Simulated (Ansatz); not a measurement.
TiC:
Space group P6₃/mmc (No. 194); a = 3.5827 Å, b = 3.5827 Å, c = 4.2492 Å, α = 90.00°, β = 90.00°, γ = 120.00°

```
atom  site  symmetry       x       y       z
----  ----  --------  ------  ------  ------
Ti      2c      -6m2  0.3333  0.6667  0.2500
C       2d      -6m2  0.6667  0.3333  0.2500
```

Relaxed with PBEsol.

**Question.** Which orbitals make up the states near the Fermi level in PBEsol (plane waves, PAW; program Ansatz)?

**Answer.** Within 0.5 eV of the Fermi level: Ti 3d 76 %, C 2p 22 %. Projections are on Löwdin-orthogonalised atomic valence shells; empty p or d shells of many metals are not among them.

**Question.** Tabulate the density of states.

**Answer.** States/eV per cell of 4 atoms, in 0.25 eV bins, energy from the Fermi level.

| E (eV) | total | Ti 3d | C 2p | Ti 4s |
|---|---|---|---|---|
| -7.85 | 0.00 | 0.00 | 0.00 | 0.00 |
| -7.60 | 0.00 | 0.00 | 0.00 | 0.00 |
| -7.35 | 0.00 | 0.00 | 0.00 | 0.00 |
| -7.10 | 0.00 | 0.00 | 0.00 | 0.00 |
| -6.85 | 0.00 | 0.00 | 0.00 | 0.00 |
| -6.60 | 0.00 | 0.00 | 0.00 | 0.00 |
| -6.35 | 0.00 | 0.00 | 0.00 | 0.00 |
| -6.10 | 0.00 | 0.00 | 0.00 | 0.00 |
| -5.85 | 0.00 | 0.00 | 0.00 | 0.00 |
| -5.60 | 0.00 | 0.00 | 0.00 | 0.00 |
| -5.35 | 0.00 | 0.00 | 0.00 | 0.00 |
| -5.10 | 0.00 | 0.00 | 0.00 | 0.00 |
| -4.85 | 0.00 | 0.00 | 0.00 | 0.00 |
| -4.60 | 0.08 | 0.02 | 0.04 | 0.01 |
| -4.35 | 1.59 | 0.48 | 0.84 | 0.17 |
| -4.10 | 2.52 | 0.79 | 1.32 | 0.24 |
| -3.85 | 2.68 | 0.84 | 1.44 | 0.23 |
| -3.60 | 2.75 | 0.92 | 1.47 | 0.19 |
| -3.35 | 2.08 | 0.73 | 1.12 | 0.11 |
| -3.10 | 1.42 | 0.54 | 0.75 | 0.05 |
| -2.85 | 2.14 | 0.88 | 1.15 | 0.04 |
| -2.60 | 4.66 | 1.89 | 2.58 | 0.04 |
| -2.35 | 6.47 | 2.56 | 3.67 | 0.03 |
| -2.10 | 5.14 | 2.05 | 2.90 | 0.03 |
| -1.85 | 5.79 | 2.28 | 3.32 | 0.03 |
| -1.60 | 4.31 | 1.81 | 2.36 | 0.04 |
| -1.35 | 3.05 | 1.45 | 1.50 | 0.04 |
| -1.10 | 1.12 | 0.63 | 0.47 | 0.00 |
| -0.85 | 0.95 | 0.58 | 0.36 | 0.00 |
| -0.60 | 0.63 | 0.40 | 0.22 | 0.00 |
| -0.35 | 0.33 | 0.21 | 0.11 | 0.00 |
| -0.10 | 0.30 | 0.22 | 0.08 | 0.00 |
| 0.15 | 0.68 | 0.53 | 0.14 | 0.00 |
| 0.40 | 1.03 | 0.84 | 0.18 | 0.00 |
| 0.65 | 1.30 | 1.10 | 0.18 | 0.00 |
| 0.90 | 1.37 | 1.18 | 0.16 | 0.00 |
| 1.15 | 1.63 | 1.44 | 0.15 | 0.00 |
| 1.40 | 2.37 | 2.11 | 0.18 | 0.01 |
| 1.65 | 2.50 | 2.27 | 0.14 | 0.01 |
| 1.90 | 2.56 | 2.34 | 0.12 | 0.02 |
| 2.15 | 1.58 | 1.45 | 0.07 | 0.02 |
| 2.40 | 2.24 | 1.92 | 0.16 | 0.06 |
| 2.65 | 2.89 | 2.43 | 0.23 | 0.07 |
| 2.90 | 4.15 | 3.57 | 0.31 | 0.08 |
| 3.15 | 5.19 | 4.36 | 0.55 | 0.07 |
| 3.40 | 4.38 | 3.56 | 0.61 | 0.04 |
| 3.65 | 2.95 | 2.30 | 0.49 | 0.03 |
| 3.90 | 3.89 | 2.97 | 0.73 | 0.05 |

Space group P6_3/mmc. The start of the workflow was typed in or built on a structure type; neither database checked (COD, Materials Project) lists it. It is not the phase usual at ambient conditions (space group No. 225). Symmetry was held in the PBEsol relaxation; of distortions, only those at the zone centre were tested. The run is not spin-polarised. The volume moved by -17 % from the start of the relaxation.

Potentials: the later of the program's two PAW sets.
